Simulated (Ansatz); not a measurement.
K$_{2}$PdC$_{2}$ in space group P-3m1 (No. 164; K on 2d, Pd on 1a, C on 2c), r²SCAN in the plane-wave PAW code Ansatz. The conduction-band minimum lies at L, with 3 equivalent valleys. Second derivatives d²E/dk² of the lowest band at one valley (eV·Å²), along Cartesian directions:

```
direction  d²E/dk²
---------  -------
[100]        8.160
[010]        13.51
[001]        36.61
[110]        10.83
[101]        22.41
[011]        25.74
```

Problem. Find the principal effective masses, the density-of-states mass and the conductivity mass.

Solution. Off-diagonal terms follow from H_xy = H[110] − (H_xx + H_yy)/2, and m*/mₑ = 7.620 eV·Å² over each eigenvalue: 0.21, 0.56, 0.93. One valley's DOS mass (m₁m₂m₃)^(1/3) = 0.48, conductivity mass 3/(Σ 1/mᵢ) = 0.39 mₑ.

Problem. What effective density of states Nc follows at 300 K for parabolic valleys?

Solution. Nc = 2.509e19 × 3 × (0.48)^(3/2) ≈ 2.5e19 cm⁻³.

The workflow started from a Materials Project entry (that database holds measured and hypothetical structures alike); the Crystallography Open Database copy checked does not list it. Its standing as an ambient phase is unchecked. Symmetry was held in the r²SCAN relaxation; its stability against distortions is not shown here. The run is not spin-polarised. Spin–orbit coupling is left out wherever it is not named.

Potentials: the later of the program's two PAW sets.

Edges and masses are those of Kohn–Sham bands, whose gap is no quasiparticle gap.
